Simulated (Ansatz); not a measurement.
Ca₂GaCu₂:
```
Ca2GaCu2
1.0
   -2.13425     2.67621     4.48583
    2.13425    -2.67621     4.48583
    2.13425     2.67621    -4.48583
Ca Ga Cu
2 1 2
Direct
  0.30600   0.80600   0.50000
  0.69400   0.19400   0.50000
  0.00000   0.00000   0.00000
  0.74749   0.50000   0.24749
  0.25251   0.50000   0.75251
```

Relaxed with r²SCAN. Special points in fractions of this cell's reciprocal vectors: Γ (0.000, 0.000, 0.000); X (0.500, 0.500, -0.500); F2 (0.307, 0.693, -0.307); Σ0 (-0.307, 0.307, 0.307); Y0 (0.339, -0.339, 0.339); U0 (0.661, 0.339, -0.339); R (0.000, 0.500, 0.000); W (0.250, 0.250, 0.250); S (0.500, 0.000, 0.000); T (0.000, 0.000, 0.500).

List the band energies nearest the Fermi level at these points for the program Ansatz at the r²SCAN level (PAW).

In eV from the Fermi level; about four levels below and three above (degenerate sets whole), none deeper than 8.9 eV; points with the same levels are listed once.

| k | below | above |
|---|---|---|
| Γ | -1.19 -0.67 -0.64 -0.33 | 0.44 1.42 1.90 |
| X | -2.52 -2.52 -2.14 -0.51 | 0.30 1.52 2.39 |
| F2 | -2.53 -1.72 -0.68 -0.67 | 0.83 1.48 1.63 |
| Y0 | -3.03 -2.85 -2.75 -2.27 | 0.63 0.67 1.37 |
| R | -2.53 -0.80 -0.52 -0.14 | 0.08 0.56 1.35 |
| W | -2.97 -2.83 -2.44 -2.05 | 0.12 0.81 1.00 |
| S | -3.02 -3.02 -0.87 -0.47 | 0.62 1.70 2.33 |
| T | -2.83 -2.44 -1.75 -0.20 | 0.33 1.62 2.41 |

Space group Immm. The first step of the workflow began from a Materials Project structure, measured or hypothetical; the Crystallography Open Database copy checked does not list it. Its standing as an ambient phase is unchecked. Symmetry was held in the r²SCAN relaxation; whether a distortion lowers the energy is not shown. The run is not spin-polarised. Spin–orbit coupling is left out wherever it is not named.

Potentials: the later of the program's two PAW sets.
